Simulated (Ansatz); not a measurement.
Generalised stacking fault of MgO (rock salt) on the {100} plane. The cell below holds the perfect crystal with the plane normal along z; tilting its third vector by the shift puts one fault into each cell, between planes 2.10 Å apart, at fixed cell height.

```
CELL_PARAMETERS angstrom
      2.97521     0.00000     0.00000
      0.00000     2.97521     0.00000
      1.48760     1.48760     6.31136
ATOMIC_POSITIONS crystal
  O  0.00000 0.00000 0.83333
  O  0.33333 0.33333 0.16667
  O  0.66667 0.66667 0.50000
  Mg 0.50000 0.50000 0.83333
  Mg 0.83333 0.83333 0.16667
  Mg 0.16667 0.16667 0.50000
```

In-plane vectors a = (2.975, 0.000) Å, b = (0.000, 2.975) Å, area 8.85 Å². The shift is s times the vector a (length 2.975 Å), so s = 1 restores the start. The shift is rigid: no atom relaxes. γ = [E(shift) − E(0)] / area.

The numbers are results of r2SCAN (plane waves to 500 eV, PAW, scalar-relativistic; Ansatz, a program for electronic structure), not measurements. k mesh 10×10×10 (Γ-centred), Fermi-Dirac smearing 0.05 eV. E is the zero-smearing estimate. Faults lie only 6.3 Å apart, and holding the cell height and the atoms raises γ above its relaxed value. MgO was relaxed with its symmetry unable to fall. The PAW data are Ansatz's earlier set. The zero of γ is zero shift.

| s | γ (mJ/m²) |
|---|---|
| 0.000 | 0 |
| 0.083 | 209 |
| 0.167 | 798 |
| 0.250 | 1643 |
| 0.333 | 2536 |
| 0.417 | 3223 |
| 0.500 | 3482 |
| 0.583 | 3223 |
| 0.667 | 2536 |
| 0.750 | 1643 |
| 0.833 | 798 |
| 0.917 | 209 |

Does γ have a local minimum between the ends of the line, and at which s?

No computed point is one.

By a periodic cubic spline through the points, what shear stress does the steepest rise of γ from s = 0 correspond to?

37 GPa. A slope of 1 mJ/m² per Å is 0.01 GPa.

(The slope of γ gives the shear force per area between the displaced halves; near zero shift its curvature is an elastic stiffness.)
